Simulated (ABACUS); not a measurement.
Consider a self-consistent single point of InGaAs2 (P-4m2, 4 atoms in the cell; from Materials Project mp-1223781, changed as shown).

```yaml
crystal:
  lattice:
    - [4.14050, 0.00000, 0.00000]
    - [0.00000, 4.14050, 0.00000]
    - [0.00000, 0.00000, 5.84291]
  atoms:
    - { symbol: In, position: [0.00000, 0.00000, 0.50000] }
    - { symbol: Ga, position: [0.50000, 0.50000, 0.00000] }
    - { symbol: As, position: [0.50000, 0.00000, 0.76848] }
    - { symbol: As, position: [0.00000, 0.50000, 0.23152] }
```

All values come from this method and carry its errors: ABACUS with LDA (PW92), numerical atomic orbitals DZP (confined pseudo-atomic orbitals with Gaussian additions; energy shift 0.01 Ry), PseudoDojo 0.4 standard norm-conserving LDA (tails mended) pseudopotentials.

ABACUS settings:

| key | value |
|---|---|
| basis | DZP numerical atomic orbitals, energy shift 0.01 Ry |
| KPT | Gamma 6 6 6 0 0 0 |
| basis_type | lcao |
| dft_functional | PWLDA |
| ecutwfc | 100 Ry |
| smearing_method | fd |
| smearing_sigma | 0.000734986 Ry |
| potentials | PseudoDojo 0.4 standard norm-conserving LDA (tails mended) |
| symmetry | 1 |
| symmetry_prec | 1e-05 |
| ks_solver | scalapack_gvx |
| scf_nmax | 100 |
| scf_thr | 1.0e-07 |
| mixing_type | broyden |

Results:

```
Item                                                      Value
------------------------------------------------  -------------
Number of valence electrons                                  56
Number of bands                                              38
Number of k-points after the program's reduction             40
Size of the basis                                           100
Number of SCF iterations                                      9
Free energy E − TS                                -9648.5327 eV
Fermi level (on the code's own zero)                    8.20 eV
Pressure                                              -0.70 GPa
```

Stress (GPa, positive for compression):
```
-0.79   0.00   0.00
 0.00  -0.79   0.00
 0.00   0.00  -0.51
```

For comparison: a first run was changed to give this one (lattice scaled by 0.98), and from it to this one the free energy goes down by 24.4 meV/atom and the pressure goes from -4.10 to -0.70 GPa.

The atom-centred basis is finite, which shifts total energies and pressures against plane waves. The structure comes from a collection of computed structures, made at another level of theory; the collection holds predicted forms beside known ones. No clean gap shows at this smearing width and mesh (spacing up to 0.25 Å⁻¹); the mesh is coarse for partly filled bands, so the values carry mesh errors. Semi-local functionals can close small gaps.

Cost on one core: about 29 core-seconds (a rough figure).

The atomic orbitals were generated for these runs; they are not ABACUS's published sets and were checked against plane waves on a few crystals only.

“Tails mended”: in these copies of the files the far tail of each local potential was reset to the Coulomb form.
